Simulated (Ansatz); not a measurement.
Cell and atoms are relaxed with the symmetry kept. Start:

```
Co Ni Se
1.0
     6.11291   -1.77195    0.00000
     6.11291    1.77195    0.00000
    -2.98377    0.00000    5.34138
Co Ni Se
2 1 4
Direct
  0.25986 0.25986 0.27562
  0.74014 0.74014 0.72438
  0.00000 0.00000 0.00000
  0.12918 0.12918 0.46050
  0.87082 0.87082 0.53950
  0.36369 0.36369 0.02556
  0.63631 0.63631 0.97444
```

Method: DFT PBEsol, scalar-relativistic, plane waves, PAW in Ansatz.

Settings: cutoff 420 eV, Γ-centred mesh 10×10×8 on the computed 7-atom cell, Gaussian smearing of 0.10 eV; no spin polarisation.

**Question.** What does it relax to?

**Answer.** The volume falls by 0.90 Å³/atom to 15.63 Å³/atom, and the energy falls by 18.3 meV/atom. Final structure:
```
CELL_PARAMETERS angstrom
5.85963 -1.77392 -0.08022
5.85963 1.77392 -0.08022
-2.93024 0.00000 5.30271
ATOMIC_POSITIONS crystal
Co 0.26062 0.26062 0.27841
Co 0.73938 0.73938 0.72159
Ni 0.00000 0.00000 0.00000
Se 0.12334 0.12334 0.46011
Se 0.87666 0.87666 0.53989
Se 0.36291 0.36291 0.02278
Se 0.63709 0.63709 0.97722
```

Spin polarisation was left out, and a magnetic state may lie lower.